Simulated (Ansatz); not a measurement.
The calculation used DFT PBE, scalar-relativistic, plane waves, PAW in Ansatz 0.2.0. All cells share a 420 eV cutoff and Γ-centred k meshes spaced at most about 0.3 Å⁻¹ (about 0.25 or finer for metals, 2π included). No spin polarisation in the final relaxations.

All energies are static (0 K, no zero-point motion).

Two forms of Hf3Br were relaxed alike.

A.

```cif
data_structure
_symmetry_space_group_name_H-M 'P4/mmm'
_symmetry_Int_Tables_number 123
_cell_length_a 3.2184
_cell_length_b 3.2184
_cell_length_c 8.7678
_cell_angle_alpha 90.000
_cell_angle_beta 90.000
_cell_angle_gamma 90.000
_cell_volume 90.82
loop_
_atom_site_label
_atom_site_type_symbol
_atom_site_symmetry_multiplicity
_atom_site_Wyckoff_symbol
_atom_site_fract_x
_atom_site_fract_y
_atom_site_fract_z
_atom_site_occupancy
Hf1 Hf 2 h 0.50000 0.50000 0.74218 1
Hf2 Hf 1 b 0.00000 0.00000 0.50000 1
Br1 Br 1 a 0.00000 0.00000 0.00000 1
```

B.

```cif
data_structure
_symmetry_space_group_name_H-M 'P-6m2'
_symmetry_Int_Tables_number 187
_cell_length_a 3.2866
_cell_length_b 3.2866
_cell_length_c 9.3676
_cell_angle_alpha 90.000
_cell_angle_beta 90.000
_cell_angle_gamma 120.000
_cell_volume 87.63
loop_
_atom_site_label
_atom_site_type_symbol
_atom_site_symmetry_multiplicity
_atom_site_Wyckoff_symbol
_atom_site_fract_x
_atom_site_fract_y
_atom_site_fract_z
_atom_site_occupancy
Hf1 Hf 1 a 0.00000 0.00000 0.00000 1
Hf2 Hf 2 i 0.66667 0.33333 0.73881 1
Br1 Br 1 b 0.00000 0.00000 0.50000 1
```

Question: Which would you expect to be lower, and how large is the difference?

Answer: B is lower, by 113 meV/atom. A has space group P4/mmm (No. 123), 22.7 Å³/atom and no gap on its mesh; B has space group P-6m2 (No. 187), 21.9 Å³/atom and no gap. Counting Hf atoms around Br (those within 1.25 times the shortest such distance or 1.15 times the sum of covalent radii), A has Br 8 and B has Br 6. The denser one is the lower, and pressure would at first widen the difference. Both come from invented guesses.

Spin–orbit coupling, which can matter for Hf, is left out. In P4/mmm, P-6m2 an odd number of electrons in the primitive cell allows no gap without spin; a larger cell or a magnetic state could open one. A magnetic state wasn't ruled out in cells without spin, among them P4/mmm, P-6m2. Cells relaxed within their symmetry can be saddle points.
